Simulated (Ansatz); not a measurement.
Si:
```xyz
2
Lattice="0.0000 2.7168 2.7168 2.7168 0.0000 2.7168 2.7168 2.7168 0.0000" Properties=species:S:1:pos:R:3 pbc="T T T"
Si     4.0752     4.0752     4.0752
Si     2.7168     2.7168     2.7168
```

Relaxed with PBEsol. Special points in fractions of this cell's reciprocal vectors: Γ (0.000, 0.000, 0.000); X (0.500, 0.000, 0.500); U (0.625, 0.250, 0.625); K (0.375, 0.375, 0.750); L (0.500, 0.500, 0.500); W (0.500, 0.250, 0.750).

Problem. List the band energies nearest the valence-band maximum at these points for PBEsol in the plane-wave PAW code Ansatz.

Solution. In eV from the valence-band maximum; about four levels below and three above (degenerate sets whole), none deeper than 8.9 eV; points with the same levels are listed once.

```
k                    below                  above
-  -----------------------  ---------------------
Γ           0.00 0.00 0.00         2.52 2.52 2.52
X  -7.83 -7.83 -2.87 -2.87  0.60 0.60 10.04 10.04
U  -8.23 -7.24 -4.35 -2.44         1.10 4.04 7.41
L        -7.01 -1.20 -1.20         1.46 3.28 3.28
W  -7.66 -7.66 -3.90 -3.90    4.18 4.18 4.94 4.94
```

Space group Fd-3m (diamond). The cell was relaxed with PBEsol under the symmetry of its start.

Potentials: the earlier of the program's two PAW sets. The files were generated under PBE; for other functionals the program regenerates the frozen cores, and for LDA and PBEsol the local potential too.
